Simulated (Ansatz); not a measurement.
AgW (CsCl type, Pm-3m) under volume change, PBEsol in the plane-wave PAW code Ansatz, scaled uniformly.

| V (Å³/atom) | E − E(relaxed) (meV/atom) | P (GPa) |
|---|---|---|
| 14.577 | 109.4 | 26.62 |
| 15.058 | 45.7 | 16.17 |
| 15.538 | 10.7 | 7.38 |
| 16.019 | 0.0 | 0.00 |
| 16.499 | 9.6 | -6.19 |
| 16.980 | 36.1 | -11.38 |
| 17.461 | 77.0 | -15.71 |

Q: What does a third-order Birch–Murnaghan fit give for V₀, B₀ and B′?

A: V₀ = 16.02 Å³/atom, B₀ = 225 GPa, B′ = 4.8.

The start of the workflow was typed in or built on a structure type; neither database checked (COD, Materials Project) lists it. Its standing as an ambient phase is unchecked. The cell was relaxed with PBEsol under the symmetry of its start. At this level the phase is mechanically unstable. The run is not spin-polarised. Its formation energy is positive at this level, so the cell may be metastable or incomplete. Scalar-relativistic: spin–orbit coupling is off unless named, which matters more the heavier the elements.

Potentials: the later of the program's two PAW sets.
